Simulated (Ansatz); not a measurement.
Geometry optimisation in Ansatz: input, command and trajectory.

```yaml
crystal:
  lattice:
    - [-1.9883456266, 1.9883456266, 6.3307574237]
    - [1.9883456266, -1.9883456266, 6.3307574237]
    - [1.9883456266, 1.9883456266, -6.3307574237]
  atoms:
    - { symbol: Ba, position: [0.0, 0.0, 0.0] }
    - { symbol: As, position: [0.3576706153, 0.3576706153, 0.0] }
    - { symbol: As, position: [0.6423293847, 0.6423293847, 0.0] }
    - { symbol: Rh, position: [0.75, 0.25, 0.5] }
    - { symbol: Rh, position: [0.25, 0.75, 0.5] }
basis:
  ecutwfc: 420
kpoints:
  mp_grid: { grid: [12, 12, 12] }
hamiltonian:
  xc: pbesol
scf:
  occupations: { method: gaussian, width: 0.1 }
output:
  forces: true
  stress: true
  eigenvalues: true
relax:
  adjacent_minimum: "off"
  f_tol: 0.01
  max_steps: 30
  cell: { stress_tol: 0.1, fix: [volume] }
```

```bash
ansatz run input.yaml --threads 2 --pin off --max-ram 5120MiB --backend cpu --events-out ev --progress --plain --runs-dir out
```

These are results of DFT PBEsol, scalar-relativistic, plane waves, PAW in Ansatz, not measurements.

The volume is held at 0.97 times that of the relaxed cell.

Of 4 frames 3 are shown, positions in Å and forces in eV/Å; the SCF threshold varies from step to step. Steps run on the plane waves of an earlier cell, with a Pulay correction in the pressure. The basis is chosen afresh for the last frame, the zero of the energies, and at times for earlier ones too; energy and pressure step there, also at an unchanged geometry.

```xyz
5
Lattice="-1.9883 1.9883 6.3308 1.9883 -1.9883 6.3308 1.9883 1.9883 -6.3308" Properties=species:S:1:pos:R:3:forces:R:3 pbc="T T T" step=1 free_energy_over_end_meV_per_atom=2.22 pressure_GPa=3.89
Ba    0.0000    0.0000    0.0000    0.0000    0.0000    0.0000
As    0.0000    0.0000    4.5287    0.0000    0.0000    0.4033
As    0.0000    0.0000    8.1329    0.0000    0.0000   -0.4033
Rh    0.0000    1.9883    3.1654    0.0000    0.0000    0.0000
Rh    1.9883    0.0000    3.1654    0.0000    0.0000    0.0000
5
Lattice="-1.9945 1.9945 6.2917 1.9945 -1.9945 6.2917 1.9945 1.9945 -6.2917" Properties=species:S:1:pos:R:3:forces:R:3 pbc="T T T" step=2 free_energy_over_end_meV_per_atom=0.08 pressure_GPa=2.55
Ba    0.0000    0.0000    0.0000    0.0000    0.0000    0.0000
As    0.0000    0.0000    4.5303    0.0000    0.0000   -0.0754
As    0.0000    0.0000    8.0530    0.0000    0.0000    0.0754
Rh    0.0000    1.9945    3.1458    0.0000    0.0000    0.0000
Rh    1.9945    0.0000    3.1458    0.0000    0.0000    0.0000
5
Lattice="-1.9951 1.9951 6.2878 1.9951 -1.9951 6.2878 1.9951 1.9951 -6.2878" Properties=species:S:1:pos:R:3:forces:R:3 pbc="T T T" step=4 free_energy_over_end_meV_per_atom=0.00 pressure_GPa=2.71
Ba    0.0000    0.0000    0.0000    0.0000    0.0000    0.0000
As    0.0000    0.0000    4.5234    0.0000    0.0000   -0.0033
As    0.0000    0.0000    8.0523    0.0000    0.0000    0.0033
Rh    0.0000    1.9951    3.1439    0.0000    0.0000    0.0000
Rh    1.9951    0.0000    3.1439    0.0000    0.0000    0.0000
```

Time: 59 s on 2 threads of Intel(R) Xeon(R) Platinum 8488C (Sapphire Rapids) (shared host), peak memory 0.88 GiB.